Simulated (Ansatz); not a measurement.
## Fields on a plane of Sn4Pd (space group Ccce)

```xyz
10
Lattice="3.2213 -5.7111 0.0000 3.2213 5.7111 0.0000 0.0000 0.0000 6.3977" Properties=species:S:1:pos:R:3 pbc="T T T"
Sn     2.1389     1.4380     2.1173
Sn     4.3037    -1.4380     2.1173
Sn     2.1389    -1.4380     4.2804
Sn     4.3037     1.4380     4.2804
Sn     1.0824    -1.4380     1.0816
Sn     5.3602     1.4380     1.0816
Sn     1.0824     1.4380     5.3162
Sn     5.3602    -1.4380     5.3162
Pd     3.2213     0.0000     0.0000
Pd     0.0000     0.0000     3.1989
```

The slice is a (130) plane (indices of the conventional cell) through the point (0.000, 0.000, 0.500) (fractional), spanned by u = [001] and v = [210] in vectors of this cell: u (6.40 Å) and v (11.23 Å, at 90° to u). It covers one period; positions are fractions (u, v).

Atoms on it: Sn at (0.17, 0.23), 0.1 Å off the plane; Sn at (0.17, 0.77), 0.1 Å off the plane; Pd at (0.00, 0.00). Other atoms lie within 1 Å of the plane.

Computed with PBEsol (plane waves to 420 eV, PAW, scalar-relativistic; Ansatz, an electronic-structure program). k mesh 8×8×8. Inside the PAW spheres the values are not all-electron values, and peaks at nuclei hang on which shells count as valence. Sn4Pd is run without spin polarisation. Sn4Pd was relaxed with its symmetry unable to fall.

```
|xx@@**----::....::::--==++--**@@|
|##**------..  ..--======++++--++|
|--==++++==::..::==========++==::|
|++++========----++==----====++==|
|++==::..====++++++==============|
|==--xxxx  ++**++++++======--::==|
|++--xxxx  ++**====++++++==::::++|
|##++--::++++++--::::--==--==++##|
|@@##++++++++--..  ..::==++++**%%|
|%%##**++--::..      ::++++++++**|
|**==::::::--::..    --++++++++++|
|++....--++**++--    --**++++++++|
|--  ..++%%@@%%++..  ::**######**|
|::  ::**@@@@@@**::  ::**@@@@@@**|
|--  ..++%%@@%%++..  ::**######**|
|++....--++**++--    --**++++++++|
|**==::::::--::..    --++++++++++|
|%%##**++--::..      ::++++++++**|
|@@##++++++++--..  ..::==++++**%%|
|##++--::++++++--::::--==--==++##|
|++--xxxx  ++**====++++++==::::++|
|==--xxxx  ++**++++++======--::==|
|++==::..====++++++==============|
|++++========----++==----====++==|
|--==++++==::..::==========++==::|
|##**------..  ..--======++++--++|
|xx@@**----::....::::--==++--**@@|
|xxxx%%----::..........::----%%xx|
```
Scale: ten equal steps from 0.08 (start of ' ') to 0.55 (end of '@'), in the order ' .:-=+*#%@'. Values: electron localisation function (ELF). The map has 16 points along u (two characters each, u = 0 at the left) and 28 along v (v = 0 in the bottom row). Points within 0.5 Å of a nucleus are blanked (x), as the pseudised field means little there.

```
|@%+-... ...::-+%|
|*+-:.. ..:-----+|
|---::...:-++=-:-|
|:-==-:..:=**+-::|
|:=##+-:::=++=:..|
|-*@@#=:::--=-:..|
|-*%@#=:..::::..:|
|-=**+-:........:|
|:----:.   ..::::|
|:.....     .---:|
|.. ...     :-==-|
|.  .....   :---:|
|.  .:::.   .:--:|
|   .:::.   .:::.|
|.  .:::.   .:--:|
|.  .....   :---:|
|.. ...     :-==-|
|:.....     .---:|
|:----:.   ..::::|
|-=**+-:........:|
|-*%@#=:..::::..:|
|-*@@#=:::--=-:..|
|:=##+-:::=++=:..|
|:-==-:..:=**+-::|
|---::...:-++=-:-|
|*+-:.. ..:-----+|
|@%+-... ...::-+%|
|@@*-:..   ..:-*@|
```
Scale: ten equal steps from -1.30 (start of ' ') to 1.14 (end of '@'), in the order ' .:-=+*#%@'. Values: log₁₀ of the valence density in e/Å³. The map has 16 points along u (one character each, u = 0 at the left) and 28 along v (v = 0 in the bottom row). The scale is logarithmic, as a density can span decades between atoms and voids.
